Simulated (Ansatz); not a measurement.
AlN:
```cif
data_Al2N2
_chemical_formula_sum 'Al2 N2'
_space_group_name_H-M_alt 'P 1'
_space_group_IT_number 1
_cell_length_a 3.10664
_cell_length_b 3.10664
_cell_length_c 4.97863
_cell_angle_alpha 90.000
_cell_angle_beta 90.000
_cell_angle_gamma 120.000
loop_
_space_group_symop_operation_xyz
  'x, y, z'
loop_
_atom_site_label
_atom_site_type_symbol
_atom_site_fract_x
_atom_site_fract_y
_atom_site_fract_z
_atom_site_occupancy
Al1 Al 0.66667 0.33333 0.00341 1
Al2 Al 0.33333 0.66667 0.50341 1
N1 N 0.66667 0.33333 0.62179 1
N2 N 0.33333 0.66667 0.12179 1
```

This is the r²SCAN-relaxed structure.

Problem. All from the program Ansatz at the r²SCAN level (PAW), unless another level is named. Predict the highest zone-centre frequency (without LO–TO term).

Solution. 91.7 meV.

Problem. Next, the bulk modulus (Birch–Murnaghan fit)?

Solution. 210 GPa.

Problem. Give the zero-point energy.

Solution. 98.9 meV/atom.

Problem. What about the vibrational entropy at 300 K?

Solution. 9.9 J/(K·mol of atoms).

Space group P6_3mc (wurtzite). The cell was relaxed with r²SCAN under the symmetry of its start; phonons on a q-mesh show no instability.

Potentials: the later of the program's two PAW sets.
